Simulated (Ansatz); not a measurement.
ZrMo (rock salt, Fm-3m) under volume change, the program Ansatz at the PBE level (PAW), scaled uniformly.

| V (Å³/atom) | E − E(relaxed) (meV/atom) | P (GPa) |
|---|---|---|
| 18.884 | 71.1 | 13.15 |
| 19.506 | 30.0 | 8.12 |
| 20.129 | 7.1 | 3.76 |
| 20.751 | 0.0 | 0.00 |
| 21.374 | 6.4 | -3.23 |
| 21.996 | 24.5 | -6.00 |
| 22.619 | 52.6 | -8.37 |

Problem. What does a third-order Birch–Murnaghan fit give for V₀, B₀ and B′?

Solution. V₀ = 20.75 Å³/atom, B₀ = 116 GPa, B′ = 4.0.

The start of the workflow was typed in or built on a structure type; neither database checked (COD, Materials Project) lists it. Whether it is the stable phase at ambient conditions was not checked. The cell was relaxed with PBE under the symmetry of its start; whether a distortion lowers the energy is not shown. The run is not spin-polarised. Its formation energy is positive at this level, so the cell may be metastable or incomplete.

Potentials: the later of the program's two PAW sets.
